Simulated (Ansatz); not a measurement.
Input:

SrO:
Space group Fm-3m (No. 225); a = 5.1950 Å, b = 5.1950 Å, c = 5.1950 Å, α = 90.00°, β = 90.00°, γ = 90.00°

```tsv
atom	site	symmetry	x	y	z
Sr	4b	m-3m	0.5000	0.5000	0.5000
O	4a	m-3m	0.0000	0.0000	0.0000
```
(The calculation used a cell of 2 atoms; values per cell refer to that cell.)

This is the PBE-relaxed structure.

**Question.** All from PBE (plane waves, PAW; program Ansatz), unless another level is named. Give the smallest direct gap on the standard path.

**Answer.** 3.42 eV.

**Question.** Predict the hole effective mass with spin–orbit coupling, band 1 of 2 at the edge.

**Answer.** 4.3 along [100], 1.7 along [110], 1.3 along [111] (mₑ).

**Question.** Give the weight of the conduction-edge state by species (Voronoi cells).

**Answer.** Sr 65 %, O 35 %.

The PBE relaxation kept the symmetry of its start. Spin–orbit coupling is left out wherever it is not named.

Potentials: the earlier of the program's two PAW sets.
